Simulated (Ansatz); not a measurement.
TaRu$_{3}$ (Cu3Au type, Pm-3m) at seven volumes, plane-wave PAW LDA (Ansatz code), scaled uniformly. One row is withheld.

```csv
V (Å³/atom),P (GPa)
12.776,37.54
13.197,22.90
13.619,10.51
14.040,0.00
14.461,-8.90
14.882,?
15.303,-22.79
```

### Question
Fit the shown pressures and predict the withheld one.

### Answer
Third-order Birch–Murnaghan: P = (3/2)B₀(x^(7/2) − x^(5/2))[1 + (3/4)(B′ − 4)(x − 1)] with x = (V₀/V)^(2/3). Least squares on the six rows gives V₀ = 14.040 Å³/atom, B₀ = 321.4 GPa, B′ = 4.51. At V = 14.882, x = 0.9619 and P = -16.42 GPa. The run itself gave -16.43 GPa.

The workflow started from a Materials Project entry (that database holds measured and hypothetical structures alike); the Crystallography Open Database copy checked does not list it. Its standing as an ambient phase is unchecked. The LDA relaxation kept the symmetry of its start; whether a distortion lowers the energy is not shown. The run is not spin-polarised. Spin–orbit coupling is left out wherever it is not named.

Potentials: the later of the program's two PAW sets.
